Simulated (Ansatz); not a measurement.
La, DFT, LDA, all-electron LAPW, scalar-relativistic (Ansatz 0.2.0), run on 1 thread of Intel(R) Xeon(R) 6975P-C (Granite Rapids) on a shared host.

The geometry is COD entry 9008503, unchecked; take it as a test cell. It differs from other determinations. The listed cell was then made from it by scaling, straining or moving an atom.

Command: `ansatz run input.yaml --threads 1 --pin off --max-ram 3072MiB --backend cpu --events-out ev --progress --plain --runs-dir out`

```yaml
crystal:
  lattice:
    - [3.6993201345, 0.0, 0.0]
    - [-1.8496600672, 3.2037052131, 0.0]
    - [0.0, 0.0, 5.9879629165]
  atoms:
    - { symbol: La, position: [0.3333333333, 0.6666666667, 0.25] }
    - { symbol: La, position: [0.6666666667, 0.3333333333, 0.75] }
kpoints:
  mp_grid: { grid: [11, 11, 6] }
  band_path:
    path:
      - [0.0, 0.0, 0.0]
      - [0.5, 0.0, 0.0]
      - [0.3333333333, 0.3333333333, 0.0]
      - [0.0, 0.0, 0.0]
      - [0.0, 0.0, 0.5]
      - [0.5, 0.0, 0.5]
      - [0.3333333333, 0.3333333333, 0.5]
      - [0.0, 0.0, 0.5]
      - [0.5, 0.0, 0.5]
    npoints: 5
scf:
  occupations: { method: fermi_dirac, width: 0.05 }
hamiltonian:
  xc: lda
  pseudopotentials: { kind: all_electron, lapw: { basis_error: 0.00025 } }
output:
  forces: true
  stress: true
  eigenvalues: true
```

Question: How large is the problem that the program sets up?

Answer: 64 irreducible k-points, 287 plane waves at Γ, 33 bands.

Question: About how long does it take, and how much memory does it use?

Answer: 14 s of wall time for 8 SCF iterations, with a peak of 0.4 GiB. Times on shared machines scatter by tens of per cent.
